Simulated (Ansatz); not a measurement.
Input for Ansatz (plane-wave DFT, PAW):

```yaml
crystal:
  lattice:
    - [3.9853569627, 0.0, 0.0]
    - [0.0, 3.9853569627, 0.0]
    - [0.0, 0.0, 3.9853569627]
  atoms:
    - { symbol: Zn, position: [0.0, 0.0, 0.0] }
    - { symbol: Ga, position: [0.0, 0.5, 0.5] }
    - { symbol: Ga, position: [0.5, 0.0, 0.5] }
    - { symbol: Ga, position: [0.5, 0.5, 0.0] }
basis:
  ecutwfc: 500
kpoints:
  mp_grid: { grid: [10, 10, 10] }
hamiltonian:
  xc: r2scan
scf:
  occupations: { method: gaussian, width: 0.1 }
output:
  forces: true
  stress: true
  eigenvalues: true
```

It can be run as
```bash
ansatz run input.yaml --threads 1 --pin off --backend cpu --events-out ev --progress --plain --runs-dir out  # memory cap (--max-ram) not shown
```

The calculation used Ansatz, DFT r2SCAN, scalar-relativistic, plane waves, PAW.

From the run's log, abridged (iterations and final results):

```
SCF iter   1: F=—  HF=-14695.887294 eV  |F-HF|=—  |Δ(HF+E_count)|=         —  Δρ=1.66e-2  dr2=7.58e-2  dr2_τ=3.82e-3  ethr=1.77e-3  ⟨swp⟩=5.6  Hψ=6997  notcnv=0
SCF iter   2: F=—  HF=-14695.901781 eV  |F-HF|=—  |Δ(HF+E_count)|=   1.45e-2  Δρ=3.25e-3  dr2=2.16e-3  dr2_τ=2.80e-4  ethr=1.49e-4  ⟨swp⟩=2.0  Hψ=3870  notcnv=0  defer=50
SCF iter   3: F=—  HF=-14695.900098 eV  |F-HF|=—  |Δ(HF+E_count)|=   1.68e-3  Δρ=3.64e-3  dr2=3.64e-3  dr2_τ=1.04e-5  ethr=4.23e-6  ⟨swp⟩=2.0  Hψ=3131  notcnv=0  defer=50
SCF iter   4: F=—  HF=-14695.899973 eV  |F-HF|=—  |Δ(HF+E_count)|=   1.25e-4  Δρ=1.55e-3  dr2=6.42e-4  dr2_τ=7.75e-6  ethr=4.23e-6  ⟨swp⟩=2.0  Hψ=3121  notcnv=0  defer=50
SCF iter   5: F=—  HF=-14695.899538 eV  |F-HF|=—  |Δ(HF+E_count)|=   4.35e-4  Δρ=4.16e-4  dr2=6.40e-5  dr2_τ=3.83e-7  ethr=1.26e-6  ⟨swp⟩=2.0  Hψ=3122  notcnv=0  defer=50
SCF iter   6: F=—  HF=-14695.899591 eV  |F-HF|=—  |Δ(HF+E_count)|=   5.26e-5  Δρ=1.43e-4  dr2=1.03e-5  dr2_τ=5.09e-8  ethr=1.25e-7  ⟨swp⟩=2.0  Hψ=3121  notcnv=0  defer=50
SCF iter   7: F=—  HF=-14695.899605 eV  |F-HF|=—  |Δ(HF+E_count)|=   1.39e-5  Δρ=6.22e-5  dr2=2.07e-6  dr2_τ=8.52e-9  ethr=2.03e-8  ⟨swp⟩=2.0  Hψ=2281  notcnv=0  defer=50
SCF iter   8: F=—  HF=-14695.899609 eV  |F-HF|=—  |Δ(HF+E_count)|=   3.93e-6  Δρ=2.54e-5  dr2=3.70e-7  dr2_τ=1.90e-9  ethr=4.05e-9  ⟨swp⟩=2.0  Hψ=2298  notcnv=0  defer=50
SCF iter   9: F=-14695.899610 eV  HF=-14695.899610 eV  |F-HF|=2.91e-8  |Δ(HF+E_count)|=   9.61e-7  Δρ=4.54e-6  dr2=1.35e-8  dr2_τ=6.76e-11  ethr=1.96e-10  ⟨swp⟩=7.4  Hψ=7726  notcnv=0
SCF 1 converged in 9 iterations: F = -14695.899610 eV  dr2 = 1.35e-8
SCF converged after 9 iterations
Free energy (F): -14695.899610 eV
Harris-Foulkes:  -14695.899610 eV  (|F-HF|=2.91e-8)
Internal energy: -14695.893314 eV  (E = F + TS)
E sigma→0 (E₀):  -14695.896462 eV
Entropy (-TS):   -0.006296 eV (-1.574 meV/atom)
Fermi energy:    11.882425 eV
--- Per-component energies (eV) ---
  E_band       = -0.020557
  E_kinetic    = 477.576322
  E_local      = -6537.810390  (includes V_loc(G=0)·N_el)
  E_nonlocal   = 1889.619219
  E_hartree    = 3030.067636
  E_xc         = -313.750555
  E_vxc        = -236.985082  (∫ρ·V_xc dr)
  E_paw        = -7850.462163  (= ΣΔE_a)
  E_vpaw       = -1665.856234  (= ΣTr[D̂ρ^β])
  E_aug_tail   = -0.000183  (compensation charges beyond the density's cutoff)
  E_vtau       = 13.303893  (kinetic-family band-sum trace: ∫τ·v_τ [+ j·A + Jᵃ·Aᵃ] dr)
  E_ewald      = -5388.991370
  E_core_change = -2.141828  (= ΣΔE_core)
  E_smearing   = -0.006296  (= −TS)
--- Forces (eV/Å), atoms counted from 1 ---
  atom   1  Zn     0.00000000     0.00000000     0.00000000
  atom   2  Ga     0.00000000     0.00000000     0.00000000
  atom   3  Ga     0.00000000     0.00000000     0.00000000
  atom   4  Ga     0.00000000     0.00000000     0.00000000
--- Stress (GPa, compression-positive) ---
        4.667898       0.000000       0.000000
        0.000000       4.667898       0.000000
        0.000000       0.000000       4.667898
  P = ⅓ Tr σ = 4.6679 GPa (46.679 kbar)
--- Band table (eV; the first three rows and the last of 56) ---
  k-point 0: bands = ["-4.1092", "-4.0783", "-4.0783", "-4.0783", "-3.9394", "-3.9394", "-3.7421", "-3.7421", "-3.7421", "-3.6425", "-3.6425", "-3.5521", "-3.5063", "-3.5063", "-3.5063", "-0.8399", "3.8096", "3.8096", "4.0017", "4.0017", "4.0017", "8.7839", "8.7839", "8.7839", "10.2824", "10.2824", "11.6961", "17.7316", "17.7316", "17.7316", "18.7088"]
  k-point 1: bands = ["-4.0982", "-4.0750", "-4.0672", "-4.0672", "-3.9364", "-3.9297", "-3.7451", "-3.7427", "-3.7427", "-3.6502", "-3.6422", "-3.5587", "-3.5218", "-3.5218", "-3.5063", "-0.7386", "3.8050", "3.8131", "3.9870", "3.9870", "4.0017", "7.5770", "8.9163", "8.9163", "10.3426", "11.0326", "12.4293", "17.1909", "17.2068", "17.2068", "18.0625"]
  k-point 2: bands = ["-4.0673", "-4.0662", "-4.0345", "-4.0345", "-3.9283", "-3.9024", "-3.7534", "-3.7446", "-3.7446", "-3.6729", "-3.6416", "-3.5777", "-3.5654", "-3.5654", "-3.5063", "-0.4342", "3.7731", "3.8223", "3.9499", "3.9499", "4.0017", "5.9821", "9.3045", "9.3045", "10.5196", "11.4610", "14.4399", "15.8425", "15.8425", "16.1086", "16.8170"]
  k-point 55: bands = ["-4.0277", "-3.9928", "-3.9928", "-3.9928", "-3.8923", "-3.8923", "-3.8923", "-3.7162", "-3.7162", "-3.7162", "-3.6899", "-3.6899", "-3.5445", "-3.5445", "-3.5445", "3.5675", "3.5675", "3.5675", "4.0566", "4.0566", "6.6235", "7.0941", "7.0941", "7.0941", "7.2273", "7.2273", "7.2273", "8.9202", "23.9636", "23.9636", "24.0961"]
```

The calculation finished and met its thresholds.